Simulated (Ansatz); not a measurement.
Consider a crystal of Tb2Y2H in space group P6/mmm (No. 191), with Tb on 2e; Y on 2d; H on 1a.

Level of theory: DFT PBE, scalar-relativistic, plane waves, PAW, and for the lanthanide a 4f-in-core norm-conserving potential, in Ansatz 0.2.0. Cutoff 690 eV, Γ-centred mesh, Gaussian smearing, no spin polarisation.

The zero of energy is the elements' standard structures at the same level (H₂ as a molecule); no fitted shifts are applied.

Question: Give the relaxed lattice parameters and positions.

Answer:

Space group P6/mmm (No. 191). a = 5.603 Å, b = 5.603 Å, c = 7.446 Å, α = 90.00°, β = 90.00°, γ = 120.00°
```
atom  site  symmetry       x       y       z
  Tb    2e       6mm  0.0000  0.0000  0.2785
   Y    2d      -6m2  0.3333  0.6667  0.5000
   H    1a     6/mmm  0.0000  0.0000  0.0000
```

Around Tb lie 1 H at 2.07 Å, 1 Tb at 3.30 Å, 6 Y at 3.63 Å and 1 Tb at 4.15 Å; Y is surrounded by 3 Y at 3.24 Å and 6 Tb at 3.63 Å; H has 2 Tb at 2.07 Å. Another local minimum with the same sites may exist.

Question: And its energy and gap?

Answer: The energy over the elements is +0.52 eV/atom. The gap on the 12×12×6 mesh of the 5-atom cell is 0 eV (a metal). The separate elements lie lower, so it is unstable against them.

The last run used Gaussian smearing of 0.10 eV. The cell is a metal run without spin; a magnetic state may lie lower. With hydrogen, zero-point motion can shift formation energies by some tens of meV/atom. A structure relaxed within its symmetry needn't be a true minimum.

The lanthanide is trivalent by construction, without f bands, f moments or other valences. The reference runs of the other elements, and any phases without the lanthanide, used 420 eV, which shifts energies against them by under 10 meV/atom. The lanthanide's reference is the lowest of its hcp, dhcp and fcc cells.
